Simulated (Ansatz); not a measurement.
SiNi₃ (Cu3Au type), relaxed with PBE (Ansatz, a quantum-chemistry and plane-wave program, plane waves, PAW): a = b = c = 3.5065 Å, α = β = γ = 90.00°.

```
Item            Result
--------------  ------
ΔH_f (eV/atom)   -0.46
```

Problem. The same phase is relaxed and computed with r²SCAN in the same code. What are the cell and these values now?

Solution. a = b = c = 3.4664 Å, α = β = γ = 90.00°.

ΔH_f (eV/atom): -0.43

All cells were relaxed under the symmetry of their starts (and spin orders); stability against distortions was not tested throughout. Rows with no word on spin ran without spin polarisation.

Potentials: the earlier of the program's two PAW sets.

Ansatz is a plane-wave DFT program.

Formation energies count from the lowest solids of the elements computed at the same level, not from gases.
